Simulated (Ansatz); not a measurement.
A geometry of La2O3 away from equilibrium: step 6 of the relaxation of a generated trial cell of La2O3 in the AFLOW prototype A2B3_tP10_127_g_ah (D5_a). Calculation: PBE (plane waves to 420 eV, PAW, scalar-relativistic; Ansatz, a quantum-chemistry and plane-wave program). Γ-centred k-mesh 4×4×7 on the run's cell (coarser than for final values), Fermi–Dirac smearing 0.05 eV. The plane waves were selected for a different cell earlier on the path.

```
CELL_PARAMETERS angstrom
      6.73825     0.00000     0.00000
      0.00000     6.73825     0.00000
      0.00000     0.00000     3.42616
ATOMIC_POSITIONS crystal
  O  0.00000 0.00000 0.00000
  O  0.50000 0.50000 0.00000
  O  0.13685 0.63685 0.50000
  O  0.63685 0.86315 0.50000
  O  0.36315 0.13685 0.50000
  O  0.86315 0.36315 0.50000
  La 0.31621 0.81621 0.00000
  La 0.81621 0.68379 0.00000
  La 0.18379 0.31621 0.00000
  La 0.68379 0.18379 0.00000
```

Problem. What forces act on the atoms (eV/Å)?

Solution. 
```json
[
 {"atom": "O1", "Fx": "0.00", "Fy": "0.00", "Fz": "0.00"},
 {"atom": "O2", "Fx": "0.00", "Fy": "0.00", "Fz": "0.00"},
 {"atom": "O3", "Fx": "0.25", "Fy": "0.25", "Fz": "0.00"},
 {"atom": "O4", "Fx": "0.25", "Fy": "-0.25", "Fz": "0.00"},
 {"atom": "O5", "Fx": "-0.25", "Fy": "0.25", "Fz": "0.00"},
 {"atom": "O6", "Fx": "-0.25", "Fy": "-0.25", "Fz": "0.00"},
 {"atom": "La7", "Fx": "0.00", "Fy": "0.00", "Fz": "0.00"},
 {"atom": "La8", "Fx": "0.00", "Fy": "0.00", "Fz": "0.00"},
 {"atom": "La9", "Fx": "0.00", "Fy": "0.00", "Fz": "0.00"},
 {"atom": "La10", "Fx": "0.00", "Fy": "0.00", "Fz": "0.00"}
]
```

The path ends in P4/mbm (No. 127). No spin polarisation in the result.

The run could not lose the symmetry of its start, so the end can be a saddle point.

The end of the path is a generated cell of La2O3: the first start was made by placing the elements on the sites of a structure type, and the end was not matched to a known phase here, so it may be hypothetical. Known forms of La2O3 include space group No. 164.
